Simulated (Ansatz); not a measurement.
The elements of this relaxed trial crystal are hidden behind letters.

```
lattice vectors (Å)
   1.6677    0.9629    5.3829
  -1.6677    0.9629    5.3829
   0.0000   -1.9257    5.3829
fractional positions
X 0.2556 0.2556 0.2556
X 0.7444 0.7444 0.7444
Z 0.0000 0.0000 0.0000
```

The calculation used Ansatz, DFT PBE, scalar-relativistic, plane waves, PAW. The final run on the 3-atom cell used 420 eV, a Γ-centred 18×18×18 mesh, 0.10 eV smearing and no spin polarisation.

- Space group: R-3m (No. 166)
- Conventional cell: a = 3.335 Å, c = 16.149 Å
- Volume per atom: 17.29 Å³
- Density: 6.23 g/cm³
- Energy over the elements: −0.64 eV/atom
- Gap on the 18×18×18 mesh of the 3-atom cell: 0 eV (a metal)

Energies are uncorrected and count from the elements' standard states at the same level.

Task: X is a d-block element of period 5 and Z is a p-block element of period 2. Which elements are they?

Result: X = Zr, Z = C, so the formula is Zr2C, here in the anti-cadmium chloride type. Density times volume gives a mean mass of 6.23 × 17.29/1.6605 = 64.9 u per atom, and this set has 64.8 u. Zr has 3 C at 2.30 Å and 12 Zr at 3.16–3.46 Å; C has 6 Zr at 2.30 Å. Other sets within the hints have nearly the same mass, so mass alone doesn't settle it; this one was computed.

A later test with randomly moved atoms came back to the same energy, though modes that don't fit the test's cell weren't probed.
